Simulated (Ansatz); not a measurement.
## Vibrational response of Zr₅TiN₆

The calculation used Ansatz 0.2.0, DFT PBE, scalar-relativistic, plane waves, PAW. Settings: 420 eV plane-wave cutoff, Γ-centred 12×12×4 mesh, Fermi-Dirac smearing of 0.15 eV. No spin polarisation. Phonons by linear response, acoustic sum rule imposed.

Relaxed structure:
```
CELL_PARAMETERS angstrom
3.15453 0.00000 0.00000
-1.57726 2.73190 0.00000
0.00000 0.00000 16.33501
ATOMIC_POSITIONS crystal
Zr 0.33333 0.66667 0.66102
Zr 0.33333 0.66667 0.00000
Zr 0.33333 0.66667 0.33898
Zr 0.66667 0.33333 0.83055
Zr 0.66667 0.33333 0.16945
Ti 0.66667 0.33333 0.50000
N 0.00000 0.00000 0.57722
N 0.00000 0.00000 0.91542
N 0.00000 0.00000 0.25385
N 0.00000 0.00000 0.74615
N 0.00000 0.00000 0.08458
N 0.00000 0.00000 0.42278
```

It was reached by relaxing an invented guess, and it needn't be the stable form of this composition. In a metal, frequencies depend on the k mesh and the smearing, soft modes most.

Optical modes at Γ:
| frequency (meV) | degeneracy |
| --- | --- |
| 9.2 | 2 |
| 10.8 | 2 |
| 18.1 | 2 |
| 19.5 | 2 |
| 19.5 | 1 |
| 20.9 | 1 |
| 22.5 | 2 |
| 29.5 | 1 |
| 30.9 | 1 |
| 34.5 | 1 |
| 52.2 | 4 |
| 54.7 | 1 |
| 57.7 | 2 |
| 58.3 | 2 |
| 59.3 | 2 |
| 59.4 | 2 |
| 63.0 | 1 |
| 65.0 | 1 |
| 74.0 | 1 |
| 75.0 | 1 |
| 78.1 | 1 |

All 33 optical modes at Γ are real: no displacement of atoms at fixed cell lowers the energy to second order. Strains and modes at other wave vectors aren't tested by this run.
